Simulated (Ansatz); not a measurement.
Relaxed AlN (zinc blende):

```
CELL_PARAMETERS angstrom
      0.00000     4.40321     4.40321
      2.20161     0.00000     2.20161
      2.20161     2.20161     0.00000
ATOMIC_POSITIONS crystal
  N  0.37500 0.75000 0.75000
  N  0.87500 0.75000 0.75000
  Al 0.00000 0.00000 0.00000
  Al 0.50000 0.00000 0.00000
```

The atoms are displaced by Q × the pattern below (from a DFPT mode at L = (0.5, 0.0, 0.0), largest move 1; Q in Å), at fixed cell. It is one choice among 2 degenerate patterns. (q is in reciprocal vectors of the primitive cell; the cell shown is doubled to hold the pattern.)

```csv
atom,x,y,z
N1,0.256,-0.466,0.721
N2,-0.256,0.466,-0.721
Al3,-0.285,0.520,-0.805
Al4,0.285,-0.520,0.805
```

Computed with PBE (plane waves to 420 eV, PAW, scalar-relativistic; Ansatz, an electronic-structure program). k mesh 13×13×13 (Γ-centred), Fermi-Dirac smearing 0.05 eV. AlN was relaxed with its symmetry unable to fall.

At one point of the scan the forces (eV/Å) are:

| atom | Fx | Fy | Fz |
|---|---|---|---|
| N1 | 0.085 | -0.130 | 0.132 |
| N2 | -0.029 | 0.076 | -0.184 |
| Al3 | -0.149 | 0.247 | -0.309 |
| Al4 | 0.093 | -0.192 | 0.361 |

**Question.** Which point is it?
A. Q = -0.033 Å
B. Q = -0.100 Å
C. Q = -0.083 Å
D. Q = -0.050 Å

**Answer.** C, Q = -0.083 Å

(A displaced cell: forces are minus the slopes of the energy, force constants its curvatures, and phonons follow from these.)
